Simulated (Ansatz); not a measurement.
A geometry of NiCl2 away from equilibrium: step 4 of the relaxation of a generated cell, NiCl2 placed in the AFLOW prototype A2B_oC12_36_2a_a (C24, as in HgBr2). Computed with PBE (plane waves to 420 eV, PAW, scalar-relativistic; Ansatz, a quantum-chemistry and plane-wave program). Γ-centred k-mesh 7×7×3 on the run's cell (coarser than for final values), Fermi–Dirac smearing 0.05 eV. The plane waves were selected for a different cell earlier on the path.

```xyz
6
Lattice="1.9303 -2.9295 0.0000 1.9303 2.9295 0.0000 0.0000 0.0000 10.4983" Properties=species:S:1:pos:R:3 pbc="T T T"
Cl     1.9303    -1.0563     4.8892
Cl     1.9303     1.0563    -0.3599
Cl     1.9303    -2.5727     7.2257
Cl     1.9303     2.5727     1.9765
Ni     1.9303    -0.7900     8.8818
Ni     1.9303     0.7900     3.6326
```
Spin-polarised start, with parallel moments on Ni.

Q: Give the Cartesian forces on all atoms (eV/Å).

A: 
| atom | Fx | Fy | Fz |
|---|---|---|---|
| Cl1 | 0.00 | 0.01 | -1.35 |
| Cl2 | 0.00 | -0.01 | -1.35 |
| Cl3 | 0.00 | -0.43 | 2.32 |
| Cl4 | 0.00 | 0.43 | 2.32 |
| Ni5 | 0.00 | -0.46 | -0.97 |
| Ni6 | 0.00 | 0.46 | -0.97 |

The path ends in Cmc2₁ (No. 36) at a tolerance of 0.01 Å, P6₃mc (No. 186) at 0.1 Å. Spin state reached: ferromagnetic (net 0.67 μB/atom), from parallel starting moments; other spin orders were not run from this start. No Hubbard U is applied. Without a van der Waals term the distances between weakly bound units are poorly fixed.

The run could not lose the symmetry of its start, so the end can be a saddle point.

The end of the path is a generated cell of NiCl2: the first start was made by placing the elements on the sites of a structure type, and the end was not matched to a known phase here, so it may be hypothetical.
